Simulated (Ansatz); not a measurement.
HfO₂ (fluorite)

```
HfO2
1.0
    0.00000     2.52923     2.52923
    2.52923     0.00000     2.52923
    2.52923     2.52923     0.00000
Hf O
1 2
Direct
  0.00000   0.00000   0.00000
  0.25000   0.25000   0.25000
  0.75000   0.75000   0.75000
```

All values below come from r2SCAN (plane waves to 500 eV, PAW, scalar-relativistic; Ansatz, a program for electronic structure). Harmonic phonons by density-functional perturbation theory on a 8×8×8 k mesh, in cm⁻¹; i marks imaginary ones, q is in fractions of the reciprocal vectors of the cell shown, and the three acoustic modes at Γ are left out. The non-analytic (LO-TO) term is not included, so polar modes at Γ have their transverse values. HfO2 is run without spin polarisation. HfO2 was relaxed with its symmetry unable to fall. Spin-orbit coupling is left out, though Hf is heavy. This is a high-temperature form of HfO2.

Task: Is the structure dynamically stable at Γ, L = (0.5, 0.0, 0.0), X = (0.5, 0.5, 0.0)?

Result: Unstable at this level: the lowest mode is 230i cm⁻¹ at X = (0.5, 0.5, 0.0).

Task: Predict the phonon wavenumbers at Γ, L = (0.5, 0.0, 0.0), X = (0.5, 0.5, 0.0).

Result: 
```tsv
q	wavenumbers (cm⁻¹)
Γ	238 (×3), 593 (×3)
L = (0.5, 0.0, 0.0)	90 (×2), 195, 411 (×2), 515, 524 (×2), 602
X = (0.5, 0.5, 0.0)	230i, 100 (×2), 260, 303 (×2), 576 (×2), 709
```
